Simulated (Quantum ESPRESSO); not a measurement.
Zr2W2Pd2NbRu, finding a planted mistake in a log

A calculation, not a measurement. The program is pw.x of Quantum ESPRESSO 7.5 (plane-wave density functional theory). The cell is made up: eight metal atoms on a face-centred cubic lattice, with elements, volume, strain and displacements drawn at random and not relaxed, so it may be unstable or far from any real phase. PseudoDojo standard norm-conserving files set the functional (PBE unless stated); there is no spin polarisation or spin-orbit coupling, the Fermi-Dirac width of 0.25 eV means electrons at about 2900 K, and the masses in the input are unused placeholders. Heavy elements are run without spin-orbit coupling, which real alloys of them have. A spin test at this wide smearing found no moment, but such smearing suppresses magnetism that the real alloy may have.

Intended input:

```
&control calculation='scf', pseudo_dir='./dojo.nc.sr.pbe.v0_5.standard.upf', outdir='./o', disk_io='minimal', tprnfor=.true., tstress=.true. /
&system ibrav=0, nat=8, ntyp=5, nbnd=77, ecutwfc=84.00895049, nosym=.true., tot_charge=0,
 occupations='smearing', smearing='fd', degauss=0.0183746611
/
&electrons conv_thr=1.470e-08, electron_maxstep=70, mixing_beta=0.5 /
ATOMIC_SPECIES
Nb 1.0 Nb.upf
Pd 1.0 Pd.upf
Ru 1.0 Ru.upf
W 1.0 W.upf
Zr 1.0 Zr.upf
CELL_PARAMETERS angstrom
-4.1556 0.0 0.0
0.0 -4.1556 4.1556
0.0 6.2334 2.0778
ATOMIC_POSITIONS angstrom
Zr -0.0485 0.0379 0.0347
W 0.0453 2.02 2.0641
Pd 0.0431 -2.0605 2.0575
Pd -0.0166 -0.0403 4.1267
Nb -2.0577 4.1009 2.1291
W -2.049 -0.0402 2.0914
Ru -2.099 2.0522 4.1887
Zr -2.1137 -2.0587 4.1712
K_POINTS automatic
6 5 4 1 1 1
```

The log is shortened where brackets say so; the opening notice, blank lines, dates and the lines on written files are dropped, and the path of the files is cut. It prints rydbergs, bohrs and kilobars, and counts compression as positive stress. Its total energy is the free energy E - TS of the whole cell.

Log of the intended run:

```
     Program PWSCF v.7.5
     Parallel version (MPI & OpenMP), running on       4 processor cores
     Number of MPI processes:                 4
     Threads/MPI process:                     1
     [start-up lines left out]
     bravais-lattice index     =            0
     lattice parameter (alat)  =       7.8529  a.u.
     unit-cell volume          =     968.5629 (a.u.)^3
     number of atoms/cell      =            8
     number of atomic types    =            5
     number of electrons       =       117.00
     number of Kohn-Sham states=           77
     kinetic-energy cutoff     =      84.0090  Ry
     charge density cutoff     =     336.0358  Ry
     scf convergence threshold =      1.5E-08
     mixing beta               =       0.5000
     number of iterations used =            8  plain     mixing
     Exchange-correlation= PBE
                           (   1   4   3   4   0   0   0)
     [axes and pseudopotential details left out]
   Cartesian axes
     site n.     atom                  positions (alat units)
         1        Zr     tau(   1) = (  -0.0116710   0.0091202   0.0083502  )
         2        W      tau(   2) = (   0.0109010   0.4860911   0.4967032  )
         3        Pd     tau(   3) = (   0.0103715  -0.4958369   0.4951150  )
         4        Pd     tau(   4) = (  -0.0039946  -0.0096978   0.9930455  )
         5        Nb     tau(   5) = (  -0.4951632   0.9868370   0.5123448  )
         6        W      tau(   6) = (  -0.4930696  -0.0096737   0.5032727  )
         7        Ru     tau(   7) = (  -0.5051015   0.4938396   1.0079652  )
         8        Zr     tau(   8) = (  -0.5086389  -0.4954038   1.0037540  )
     number of k points=    60  Fermi-Dirac smearing, width (Ry)=  0.0184
                       cart. coord. in units 2pi/alat
        k(    1) = (  -0.0833333   0.0375000   0.1375000), wk =   0.0333333
        k(    2) = (  -0.0833333   0.1625000   0.2625000), wk =   0.0333333
     [further k points left out]
     Dense  grid:   100777 G-vectors     FFT dimensions: (  45,  72,  75)
     Estimated max dynamical RAM per process >     418.83 MB
     Estimated total dynamical RAM >       1.56 GB
     Initial potential from superposition of free atoms
     starting charge     116.9908, renormalised to     117.0000
     Starting wfcs are   78 randomized atomic wfcs
     total cpu time spent up to now is        6.4 secs
     per-process dynamical memory:   331.5 Mb
     Self-consistent Calculation
     iteration #  1     ecut=    84.01 Ry     beta= 0.50
     Davidson diagonalization with overlap
     ethr =  1.00E-02,  avg # of iterations =  4.3
     total cpu time spent up to now is       23.9 secs
     total energy              =   -1362.26660644 Ry
     estimated scf accuracy    <      19.36089439 Ry
     iteration #  2     ecut=    84.01 Ry     beta= 0.50
     Davidson diagonalization with overlap
     ethr =  1.00E-02,  avg # of iterations =  3.0
     total cpu time spent up to now is       43.3 secs
     total energy              =   -1371.02590218 Ry
     estimated scf accuracy    <      57.86789202 Ry
     [iterations 3 to 19 left out]
     iteration # 20     ecut=    84.01 Ry     beta= 0.50
     Davidson diagonalization with overlap
     ethr =  4.06E-10,  avg # of iterations =  1.8
     total cpu time spent up to now is      304.4 secs
     total energy              =   -1374.61060455 Ry
     estimated scf accuracy    <       0.00000005 Ry
     iteration # 21     ecut=    84.01 Ry     beta= 0.50
     Davidson diagonalization with overlap
     ethr =  4.66E-11,  avg # of iterations =  2.8
     total cpu time spent up to now is      319.9 secs
     End of self-consistent calculation
     [lines on levels left out]
!    total energy              =   -1374.61060455 Ry
     estimated scf accuracy    <          9.4E-09 Ry
     smearing contrib. (-TS)   =      -0.12988227 Ry
     internal energy E=F+TS    =   -1374.48072228 Ry
     The total energy is F=E-TS. E is the sum of the following terms:
     one-electron contribution =    -356.58881144 Ry
     hartree contribution      =     241.90219013 Ry
     xc contribution           =    -250.94056707 Ry
     ewald contribution        =   -1008.85353389 Ry
     convergence has been achieved in  21 iterations
     Forces acting on atoms (cartesian axes, Ry/au):
     atom    1 type  5   force =     0.01312265   -0.05748640   -0.05516413
     atom    2 type  4   force =    -0.00876083    0.00639267    0.10273241
     atom    3 type  2   force =    -0.00883185   -0.01204009   -0.00786820
     atom    4 type  2   force =     0.00139503    0.01224852   -0.00725864
     atom    5 type  1   force =    -0.00487302   -0.01008884    0.01499577
     atom    6 type  4   force =    -0.00768988    0.05104768    0.03308948
     atom    7 type  3   force =     0.00563396   -0.01398217   -0.04288363
     atom    8 type  5   force =     0.01000393    0.02390863   -0.03764307
     Total force =     0.161079     Total SCF correction =     0.000396
     Computing stress (Cartesian axis) and pressure
          total   stress  (Ry/bohr**3)                   (kbar)     P=      -58.87
  -0.00036794   0.00001063  -0.00000360          -54.13        1.56       -0.53
   0.00001063  -0.00037646  -0.00011717            1.56      -55.38      -17.24
  -0.00000360  -0.00011717  -0.00045607           -0.53      -17.24      -67.09
     init_run     :      6.02s CPU      6.26s WALL (       1 calls)
     electrons    :    306.20s CPU    313.54s WALL (       1 calls)
     forces       :      2.32s CPU      2.34s WALL (       1 calls)
     stress       :      8.25s CPU      8.26s WALL (       1 calls)
     [timing details left out]
     PWSCF        :   5m22.90s CPU   5m30.58s WALL
     JOB DONE.
```

A second run was made from an input with one planted mistake. Its log:

```
     Program PWSCF v.7.5
     Parallel version (MPI & OpenMP), running on       4 processor cores
     Number of MPI processes:                 4
     Threads/MPI process:                     1
     [start-up lines left out]
     bravais-lattice index     =            0
     lattice parameter (alat)  =       7.8529  a.u.
     unit-cell volume          =     968.5629 (a.u.)^3
     number of atoms/cell      =            8
     number of atomic types    =            5
     number of electrons       =       117.00
     number of Kohn-Sham states=           77
     kinetic-energy cutoff     =      84.0090  Ry
     charge density cutoff     =     336.0358  Ry
     scf convergence threshold =      1.5E-08
     mixing beta               =       0.5000
     number of iterations used =            8  plain     mixing
     Exchange-correlation= PBE
                           (   1   4   3   4   0   0   0)
     [axes and pseudopotential details left out]
   Cartesian axes
     site n.     atom                  positions (alat units)
         1        Zr     tau(   1) = (  -0.0116710   0.0091202   0.0083502  )
         2        W      tau(   2) = (   0.0109010   0.4860911   0.4967032  )
         3        Pd     tau(   3) = (   0.0103715  -0.4958369   0.4951150  )
         4        Pd     tau(   4) = (  -0.0039946  -0.0096978   0.9930455  )
         5        Ru     tau(   5) = (  -0.4951632   0.9868370   0.5123448  )
         6        W      tau(   6) = (  -0.4930696  -0.0096737   0.5032727  )
         7        Nb     tau(   7) = (  -0.5051015   0.4938396   1.0079652  )
         8        Zr     tau(   8) = (  -0.5086389  -0.4954038   1.0037540  )
     number of k points=    60  Fermi-Dirac smearing, width (Ry)=  0.0184
                       cart. coord. in units 2pi/alat
        k(    1) = (  -0.0833333   0.0375000   0.1375000), wk =   0.0333333
        k(    2) = (  -0.0833333   0.1625000   0.2625000), wk =   0.0333333
     [further k points left out]
     Dense  grid:   100777 G-vectors     FFT dimensions: (  45,  72,  75)
     Estimated max dynamical RAM per process >     418.83 MB
     Estimated total dynamical RAM >       1.56 GB
     Initial potential from superposition of free atoms
     starting charge     116.9908, renormalised to     117.0000
     Starting wfcs are   78 randomized atomic wfcs
     total cpu time spent up to now is        6.6 secs
     per-process dynamical memory:   331.5 Mb
     Self-consistent Calculation
     iteration #  1     ecut=    84.01 Ry     beta= 0.50
     Davidson diagonalization with overlap
     ethr =  1.00E-02,  avg # of iterations =  4.0
     total cpu time spent up to now is       24.7 secs
     total energy              =   -1362.18022601 Ry
     estimated scf accuracy    <      19.48879216 Ry
     iteration #  2     ecut=    84.01 Ry     beta= 0.50
     Davidson diagonalization with overlap
     ethr =  1.00E-02,  avg # of iterations =  3.0
     total cpu time spent up to now is       44.4 secs
     total energy              =   -1371.06732778 Ry
     estimated scf accuracy    <      57.97819544 Ry
     [iterations 3 to 19 left out]
     iteration # 20     ecut=    84.01 Ry     beta= 0.50
     Davidson diagonalization with overlap
     ethr =  1.73E-10,  avg # of iterations =  1.0
     total cpu time spent up to now is      310.4 secs
     total energy              =   -1374.60486912 Ry
     estimated scf accuracy    <       0.00000003 Ry
     iteration # 21     ecut=    84.01 Ry     beta= 0.50
     Davidson diagonalization with overlap
     ethr =  2.67E-11,  avg # of iterations =  2.2
     total cpu time spent up to now is      324.9 secs
     End of self-consistent calculation
     [lines on levels left out]
!    total energy              =   -1374.60486912 Ry
     estimated scf accuracy    <          6.3E-09 Ry
     smearing contrib. (-TS)   =      -0.13123740 Ry
     internal energy E=F+TS    =   -1374.47363172 Ry
     The total energy is F=E-TS. E is the sum of the following terms:
     one-electron contribution =    -357.22203715 Ry
     hartree contribution      =     242.20306709 Ry
     xc contribution           =    -250.93234360 Ry
     ewald contribution        =   -1008.52231806 Ry
     convergence has been achieved in  21 iterations
     Forces acting on atoms (cartesian axes, Ry/au):
     atom    1 type  5   force =     0.01240224   -0.09169449   -0.00777042
     atom    2 type  4   force =    -0.01043266    0.04021029    0.08101030
     atom    3 type  2   force =    -0.00902510   -0.00987096   -0.00996975
     atom    4 type  2   force =     0.00169917    0.00162272    0.00285480
     atom    5 type  3   force =    -0.00443046   -0.00027318    0.00709861
     atom    6 type  4   force =    -0.00840848    0.01493866   -0.00428096
     atom    7 type  1   force =     0.00577848   -0.03169832   -0.08661626
     atom    8 type  5   force =     0.01241681    0.07676529    0.01767368
     Total force =     0.180235     Total SCF correction =     0.000337
     Computing stress (Cartesian axis) and pressure
          total   stress  (Ry/bohr**3)                   (kbar)     P=      -61.58
  -0.00036412   0.00000214  -0.00001657          -53.56        0.32       -2.44
   0.00000214  -0.00053958  -0.00010682            0.32      -79.38      -15.71
  -0.00001657  -0.00010682  -0.00035206           -2.44      -15.71      -51.79
     init_run     :      6.10s CPU      6.35s WALL (       1 calls)
     electrons    :    311.13s CPU    318.25s WALL (       1 calls)
     forces       :      2.32s CPU      2.34s WALL (       1 calls)
     stress       :      7.95s CPU      7.96s WALL (       1 calls)
     [timing details left out]
     PWSCF        :   5m27.77s CPU   5m35.25s WALL
     JOB DONE.
```

Question: the log repeats what the program read. Compare it with the intended run: what was wrong in the second input?

Answer: two atoms have their elements exchanged. The input lines that differ:

```
- Nb -2.0577 4.1009 2.1291
+ Ru -2.0577 4.1009 2.1291
- Ru -2.099 2.0522 4.1887
+ Nb -2.099 2.0522 4.1887
```

```
                                            intended run  run with the mistake
                          free energy (eV)    -18702.530            -18702.452
         entropy term -TS, part of it (eV)        -1.767                -1.786
                            pressure (GPa)         -5.89                 -6.16
size of the largest force component (eV/Å)         2.641                 2.358
largest change of a force component (eV/Å)                               1.422
                                iterations            21                    21
```

For scale, a rerun of the intended cell at a higher cutoff and on a denser mesh moved values by no more than 0.005 eV in energy, 0.03 GPa in stress and 0.006 eV/Å in force, and a second program with other atomic files agreed on that cell to 2 % rms in force and 0.5 GPa in pressure.